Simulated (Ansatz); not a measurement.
Given:

FeH4Cl2O2:
```cif
data_H4Cl2FeO2
_chemical_formula_sum 'Fe1 H4 Cl2 O2'
_space_group_name_H-M_alt 'P 1'
_space_group_IT_number 1
_cell_length_a 5.53354
_cell_length_b 5.53354
_cell_length_c 3.63824
_cell_angle_alpha 84.628
_cell_angle_beta 95.372
_cell_angle_gamma 81.320
loop_
_space_group_symop_operation_xyz
  'x, y, z'
loop_
_atom_site_label
_atom_site_type_symbol
_atom_site_fract_x
_atom_site_fract_y
_atom_site_fract_z
_atom_site_occupancy
Fe1 Fe 0.00000 0.00000 0.00000 1
H1 H 0.22660 0.39631 0.83750 1
H2 H 0.77340 0.60369 0.16250 1
H3 H 0.39631 0.22660 0.16250 1
H4 H 0.60369 0.77340 0.83750 1
Cl1 Cl 0.24076 0.75924 0.55556 1
Cl2 Cl 0.75924 0.24076 0.44444 1
O1 O 0.75706 0.75706 0.00000 1
O2 O 0.24294 0.24294 0.00000 1
```
The run is spin-polarised; directions of the spins, atom by atom: ↑ 0 0 0 0 0 0 0 0.

This is the r²SCAN+D4-relaxed structure.

All from the program Ansatz at the r²SCAN+D4 level (PAW), unless another level is named. Estimate the electron effective mass.

2.2, 2.8, 8.8 mₑ (principal values).

What about the formation energy from the elements (no fitted shifts)?

-1060 meV/atom.

Predict the band gap.

0.94 eV (smallest direct gap 0.94 eV).

Space group C2/m. The first step of the workflow began from a Materials Project structure, measured or hypothetical; the Crystallography Open Database files this formula in space group No. 12, but the cells were not matched. Whether it is the stable phase at ambient conditions was not checked. The cell was relaxed with r²SCAN+D4 under the symmetry of its start; whether a distortion lowers the energy is not shown. Spin order of the final state: ferromagnetic, the only order run, not a proven ground state. The cell computed holds one magnetic atom, so no antiferromagnetic order was within reach. Other orbital occupations within this spin state were not tried. No Hubbard U is applied. The references are the lowest solids computed at this level, not always the standard phases (solids in place of the gases).

Potentials: the later of the program's two PAW sets.
